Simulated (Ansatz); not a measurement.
Given:

KSb:
```xyz
16
Lattice="6.9867 0.0000 0.0000 0.0000 6.8073 0.0000 -5.5397 0.0000 11.8100" Properties=species:S:1:pos:R:3 pbc="T T T"
K      1.7288     2.7288     7.9047
K     -0.2818     4.0784     3.9053
K     -3.0517     6.1325     9.8102
K      4.4986     0.6748     1.9997
K     -0.0442     4.5415    11.4154
K      1.4911     2.2657     0.3945
K     -1.2787     1.1379     6.2995
K      2.7257     5.6694     5.5104
Sb     0.8153     6.1265     8.4065
Sb     0.6317     0.6808     3.4034
Sb    -2.1382     2.7228     9.3084
Sb     3.5852     4.0844     2.5015
Sb    -0.0788     1.1353    10.4017
Sb     1.5258     5.6719     1.4082
Sb    -1.2441     4.5389     7.3132
Sb     2.6910     2.2683     4.4968
```

This is the LDA-relaxed structure. Cartesian axes are those of the cell as given.

Problem. All from the program Ansatz at the LDA level (PAW), unless another level is named. Give the band gap.

Solution. 0.71 eV (indirect).

Problem. Predict the valence-band maximum.

Solution. off the standard path, at k = (0.146, 0.000, 0.312).

Problem. And the conduction-band minimum?

Solution. off the standard path, at k = (0.250, 0.000, -0.036).

Space group P2_1/c. The workflow started from a Materials Project entry (that database holds measured and hypothetical structures alike); the Crystallography Open Database files this formula in space group No. 14, but the cells were not matched. Its standing as an ambient phase is unchecked. Symmetry was held in the LDA relaxation; whether a distortion lowers the energy is not shown. Scalar-relativistic: spin–orbit coupling is off unless named, which matters more the heavier the elements.

Potentials: the later of the program's two PAW sets.
